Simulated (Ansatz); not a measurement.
All numbers below come from DFT PBE, scalar-relativistic, plane waves, PAW in Ansatz 0.2.0. Cutoff 420 eV, Γ-centred meshes of about 0.25 Å⁻¹ or finer for metals and 0.3 Å⁻¹ for insulators (2π included), Gaussian smearing. Collinear spin where magnetic atoms keep a moment.

All energies are static (0 K, no zero-point motion).

Two forms of Sc₇As were relaxed alike.

A. (no moments)

Space group P-3m1 (No. 164). a = 3.453 Å, b = 3.453 Å, c = 19.041 Å, α = 90.00°, β = 90.00°, γ = 120.00°
```
atom  site  symmetry       x       y       z
  Sc    2d       3m. 0.6667  0.3333  0.6360
  Sc    1b      -3m. 0.0000  0.0000  0.5000
  Sc    2d       3m. 0.6667  0.3333  0.9101
  Sc    2d       3m. 0.6667  0.3333  0.2313
  As    1a      -3m. 0.0000  0.0000  0.0000
```

B. (ferromagnetic moments up to 0.4 μB)

Space group P4/mmm (No. 123). a = 4.391 Å, b = 4.391 Å, c = 9.362 Å, α = 90.00°, β = 90.00°, γ = 90.00°
| atom | site | symmetry | x | y | z |
| --- | --- | --- | --- | --- | --- |
| Sc | 4i | 2mm. | 0.0000 | 0.5000 | 0.7613 |
| Sc | 1b | 4/mmm | 0.0000 | 0.0000 | 0.5000 |
| Sc | 1c | 4/mmm | 0.5000 | 0.5000 | 0.0000 |
| Sc | 1d | 4/mmm | 0.5000 | 0.5000 | 0.5000 |
| As | 1a | 4/mmm | 0.0000 | 0.0000 | 0.0000 |

**Question.** Which is lower in energy, and by how much?

**Answer.** They are level within the accuracy (5 meV/atom apart, with B the lower in these runs). A has space group P-3m1 (No. 164), 24.6 Å³/atom and no gap on its mesh; B has Sc and As ordered on fcc sites, space group P4/mmm (No. 123), 22.6 Å³/atom and no gap. Counting Sc atoms around As (those within 1.25 times the shortest such distance or 1.15 times the sum of covalent radii), A has As 6 and B has As 12. Their magnetic states differ too, which can make part of the margin. In A, around Sc on a site of symmetry 3m lie 12 Sc at 3.22–3.45 Å; Sc on a site of symmetry -3m is surrounded by 12 Sc at 3.27–3.45 Å; As has 6 Sc at 2.63 Å; 2 more sites not described. In B, Sc on a site of symmetry 2mm has 10 Sc at 3.11–3.29 Å and 2 As at 3.13 Å; Sc on a site of symmetry 4/mmm has 12 Sc at 3.11–3.29 Å; As is surrounded by 12 Sc at 3.11–3.13 Å; 2 more sites not described. Both come from trial cells of a structure search, whose lowest cell (Cm, 23.2 Å³/atom) lies 26 meV/atom below the lower of the two.

For metals, differences of a few meV/atom aren't resolved. A magnetic state wasn't ruled out in cells without spin, among them P-3m1. Another magnetic order may lie lower. Cells relaxed within their symmetry can be saddle points. Some types were kept out of the candidates beforehand, so the set may lack a known form.
